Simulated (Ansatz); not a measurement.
Tl2Pd:
```
CELL_PARAMETERS angstrom
     -3.39510     3.39510     2.93249
      3.39510    -3.39510     2.93249
      3.39510     3.39510    -2.93249
ATOMIC_POSITIONS crystal
  Pd 0.25000 0.25000 0.00000
  Pd 0.75000 0.75000 0.00000
  Tl 0.66706 0.16706 0.83411
  Tl 0.16706 0.33294 0.50000
  Tl 0.33294 0.83294 0.16589
  Tl 0.83294 0.66706 0.50000
```

Relaxed with r²SCAN.

Task: Map the electron localisation function on the plane through (0.250, 0.250, 0.000) spanned by u = [0, 0, 1] and v = [1, -1, 0] in lattice vectors, from DFT-r²SCAN in the program Ansatz with PAW potentials.

Result: x is the fraction of u, y of v (the angle between them is 90°; rows are the nearest grid lines); atoms in the plane: Pd at (0.00, 0.00), Pd at (0.00, 0.50), Tl at (0.50, 0.92), Tl at (0.50, 0.58).
```
|-+%@%+---=+*#####*+=---+%@%+-|
|@@@%*=--=+*+:   :+*+=--=*%@@@|
|@%%*=--=+**-     -**+=--=*%%@|
|-------=+*#*-. .-*#*+=-------|
|----:::-=+**#####**+=-:::----|
|:::::....:-=======-:....:::::|
|:::::....::-------::....:::::|
|---::..:-=+++++++++=-:..::---|
|-----:-=++*#*+=+*#*++=-:-----|
|++==---=+**=     =**+=---==++|
|@%%*=--=+**-     -**+=--=*%%@|
|+#@@#=--=+**+---+**+=--=#@@#+|
|+#@@#=----=++***++=----=#@@#+|
|@%%*=---:::::::::::::---=*%%@|
|++==-----::.......::-----==++|
|----==+++++=-:::-=+++++==----|
|--==+**##**++=-=++**##**+==--|
|:-=+*#####*++=-=++*#####*+=-:|
|:-=+**####*++=-=++*####**+=-:|
|--==+++***++=-:-=++***+++==--|
|------====-::...::-====------|
|@%%*=---:::::::::::::---=*%%@|
|@@@%*=------=====------=*%@@@|
|-+%@%+---=+*#####*+=---+%@%+-|
```
Scale: ten equal steps from 0.004 (start of ' ') to 0.552 (end of '@'), in the order ' .:-=+*#%@'; x runs from 0.000 to 1.00, y from 0.000 (bottom) to 1.00 (top).

The density is the valence pseudo-density with augmentation charge, so density and ELF within about 1 Å of a nucleus are not all-electron values.

Space group I4/mcm. The workflow started from an entry of the Crystallography Open Database (COD). Whether it is the stable phase at ambient conditions was not checked. Symmetry was held in the r²SCAN relaxation; its stability against distortions is not shown here. No spin polarisation was allowed. Spin–orbit coupling is left out wherever it is not named.

Potentials: the later of the program's two PAW sets.
